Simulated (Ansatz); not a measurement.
CdS (zinc blende), conventional cell a = b = c = 5.927 Å, α = β = γ = 90.00°. The calculation uses the primitive cell of 2 atoms, to which meshes and values per cell refer.

E(V) scan at fixed shape, V₀ the volume above. Symmetry pins the atoms to their sites.

Level of theory: PBE (plane waves to 420 eV, PAW, scalar-relativistic; Ansatz, an electronic-structure program). k mesh 10×10×10 (Γ-centred), Fermi-Dirac smearing 0.05 eV. The energy includes the smearing's −TS. CdS was relaxed with its symmetry unable to fall. The PAW data are Ansatz's earlier set. ΔE is measured from the relaxed starting cell.

```
V (Å³/atom)  ΔE (meV/atom)
-----------  -------------
24.466                17.6
24.778                11.0
25.091                 6.0
25.403                 2.6
25.715                 0.6
26.028                 0.0
26.340                 0.6
26.652                 2.4
26.965                 5.2
27.277                 9.1
27.589                14.0
```

Problem. What is the fitted pressure derivative B₀′?

Solution. 4.6.

Problem. What bulk modulus B₀ follows from a third-order Birch-Murnaghan fit?

Solution. 53.4 GPa.

(A scan under strain: stresses follow from slopes of the energy per volume, elastic moduli from its curvatures.)
